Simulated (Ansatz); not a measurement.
AlN in space group Pm-3n (No. 223; Al on 6c, N on 6d), the program Ansatz at the PBE level (PAW), all energies at zero smearing, with the estimated change up to a 700 eV cutoff added, with one set of potentials and settings (totals compare only within such a set). Cell of 12 atoms (6 Al, 6 N): -5544.201 eV.

```
element             reference phase  E (eV/atom)
-------  --------------------------  -----------
Al       Fm-3m, 1 atoms in the cell    -537.5049
N         Pa-3, 8 atoms in the cell    -384.0325
```

Formation energy per atom, worked out: (-5544.201 − 6×(-537.5049) − 6×(-384.0325))/12 = -1.248 eV/atom (-120 kJ per mol of atoms), at 0 K, without zero-point energy or fitted corrections.

The start of the workflow was typed in or built on a structure type; neither database checked (COD, Materials Project) lists it. It is not the phase usual at ambient conditions (space group No. 186, 216). Symmetry was held in the PBE relaxation; its stability against distortions is not shown here. The references are the lowest solids computed at this level, not always the standard phases (solids in place of the gases).

Potentials: the later of the program's two PAW sets.
